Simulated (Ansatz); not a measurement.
Given:

ZnAu (CsCl type)

```yaml
crystal:
  lattice:
    - [3.18677, 0.00000, 0.00000]
    - [0.00000, 3.18677, 0.00000]
    - [0.00000, 0.00000, 3.18677]
  atoms:
    - { symbol: Zn, position: [0.50000, 0.50000, 0.50000] }
    - { symbol: Au, position: [0.00000, 0.00000, 0.00000] }
```

The atoms are displaced by Q × the pattern below (from a DFPT mode at Γ, largest move 1; Q in Å), at fixed cell. It is one choice among 3 degenerate patterns.

```json
[
 {"atom": "Zn1", "x": "0.000", "y": "0.000", "z": "-1.000"},
 {"atom": "Au2", "x": "0.000", "y": "0.000", "z": "0.332"}
]
```

Calculation: PBE (plane waves to 420 eV, PAW, scalar-relativistic; Ansatz, an electronic-structure program). k mesh 15×15×15 (Γ-centred), Fermi-Dirac smearing 0.05 eV. Energies are smeared free energies. With partly filled bands, energies and forces of such displacements shift with the k mesh and the smearing. Spin-orbit coupling is left out, though Au is heavy. ZnAu was relaxed with its symmetry unable to fall. The zero of ΔE is the undisplaced structure.

The scan covers Q from -0.180 to 0.180 Å in 13 points.

Q: Is the energy the same for equal positive and negative displacements?

A: Even: the same for both signs.

Q: Which space group does the distorted structure have?

A: P4mm (No. 99), lowered from Pm-3m.

Q: What is the energy change at Q = 0.180 Å?

A: 85 meV/cell.

Q: What harmonic wavenumber does the curvature at Q = 0 give?

A: 128 cm⁻¹.

(For displaced atoms, the force is minus the slope of the energy, and its curvature is a force constant, which sets phonon frequencies.)
